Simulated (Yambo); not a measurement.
G0W0@PBEsol for BaO (rock salt, space group Fm-3m, No. 225) in Yambo (4×4×4 mesh, 10 Ry block, plasmon pole, screening fixed), without a terminator:

```tsv
bands N in G	gap X → X (eV)	shift of the valence edge (eV)
34	2.751	-0.074
61	2.878	-0.437
98	2.979	-0.625
```

Q: Extrapolate both columns to infinite N with E(N) = E∞ + A/N, test the form, and compare with the terminator.

A: From two points, E∞ = (N2 E2 − N1 E1)/(N2 − N1). The two largest N give 3.15 eV for the gap and -0.93 eV for the shift; the two smallest give 3.04 eV and -0.89 eV. For the gap the slopes A are -9.8 and -16 eV: the form isn't reached, and its limit is uncertain. For the shift the slopes A are 28 and 30 eV: the 1/N form holds. With the Bruneval-Gonze terminator and 98 bands the run gives 3.13 eV and -0.83 eV, 0.01 eV and 0.11 eV from the extrapolated values: the terminator too is an estimate of the remainder. Block, mesh and the bands in W are held fixed.

Geometry relaxed with PBEsol; primitive cell a = b = c = 3.8789 Å, α = β = γ = 60.00°.

A shift is the quasiparticle energy of the state minus its PBEsol energy.
